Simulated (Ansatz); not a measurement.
Cu (fcc, Cu type)

```yaml
crystal:
  lattice:
    - [3.56378, 0.00000, 0.00000]
    - [0.00000, 3.56378, 0.00000]
    - [0.00000, 0.00000, 3.56378]
  atoms:
    - { symbol: Cu, position: [0.00000, 0.00000, 0.00000] }
    - { symbol: Cu, position: [0.50000, 0.50000, 0.00000] }
    - { symbol: Cu, position: [0.50000, 0.00000, 0.50000] }
    - { symbol: Cu, position: [0.00000, 0.50000, 0.50000] }
```

Scan: atom 4 (Cu, nearest neighbour Cu at 2.520 Å; its periodic images, 3.6 Å or more away, move with it) is displaced towards the nearest neighbour, direction (-0.707, -0.707, 0.000) in Cartesian axes, by s. The other atoms stay.

All values below come from PBEsol (plane waves to 420 eV, PAW, scalar-relativistic; Ansatz, a first-principles code). k mesh 11×11×11 (Γ-centred), Fermi-Dirac smearing 0.05 eV. E stands for the smeared free energy. Left out: 4 of 11 points, with atoms too close for the PAW data. With partly filled bands, energies and forces of such displacements shift with the k mesh and the smearing. Cu is run without spin polarisation. Cu was relaxed with its symmetry unable to fall. ΔE is measured from the undisplaced structure. The last digit holds for this mesh only.

| s (Å) | ΔE (meV/cell) |
|---|---|
| -0.456 | 961.2 |
| -0.304 | 386.1 |
| -0.152 | 91.0 |
| 0.000 | 0.0 |
| 0.152 | 91.0 |
| 0.304 | 386.1 |
| 0.456 | 961.2 |

What force constant k = d²E/ds² at s = 0 does the table give?

7.7 eV/Å². It is the second difference of the nearest points, corrected with the next pair.

With k = 7.70 eV/Å² from the forces, is the well harmonic out to s = 0.456 Å?

½ks² = 801 meV/cell against the computed 961 meV/cell, so the well is stiffer than harmonic there.

(For displaced atoms, the force is minus the slope of the energy, and its curvature is a force constant, which sets phonon frequencies.)
